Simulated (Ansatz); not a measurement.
The cell below belongs to a search over invented structures; it isn't taken from experiment.

Input and command of a plane-wave DFT calculation in Ansatz:

```yaml
crystal:
  lattice:
    - [5.03445502, 0.0, 0.0]
    - [-2.39019068, 5.32818616, 0.0]
    - [-1.25264386, -1.78170234, 6.59294503]
  atoms:
    - { symbol: Ge, position: [0.31984626, 0.47757903, 0.23171032] }
    - { symbol: Ge, position: [0.37959468, 0.66043798, 0.78884218] }
    - { symbol: Ge, position: [0.46565586, 0.96369913, 0.21660754] }
    - { symbol: Ge, position: [0.85339073, 0.3906377, 0.97266536] }
    - { symbol: Ge, position: [0.99373967, 0.67330556, 0.79865281] }
    - { symbol: Ge, position: [0.0366096, 0.11101653, 0.52423718] }
    - { symbol: Ge, position: [0.84014436, 0.73381605, 0.20072045] }
    - { symbol: As, position: [0.59079123, 0.23491241, 0.59315447] }
basis:
  ecutwfc: 420
kpoints:
  mp_grid: { grid: [4, 3, 3] }
hamiltonian:
  xc: pbe
scf:
  occupations: { method: gaussian, width: 0.2 }
  lower_state_search: "off"
output:
  forces: true
  stress: true
  eigenvalues: true
relax:
  adjacent_minimum: "off"
  f_tol: 0.08
  max_steps: 16
  cell: { stress_tol: 0.8 }
```

```bash
ansatz run input.yaml --threads 1 --pin off --max-ram 2560MiB --backend cpu --events-out ev --progress --plain --runs-dir out
```

Processor: Intel(R) Xeon(R) Processor @ 2.50GHz (Skylake/Cascade Lake), 1 thread, on a host shared with other jobs.

**Question.** Estimate time, memory and problem size.

**Answer.** About 14 min, peak memory 0.63 GiB. It solves 68 bands at 19 k points (after reduction by symmetry) with about 3327 plane waves (on the last cell), in 106 SCF iterations over 17 ionic steps, the closing evaluation included.
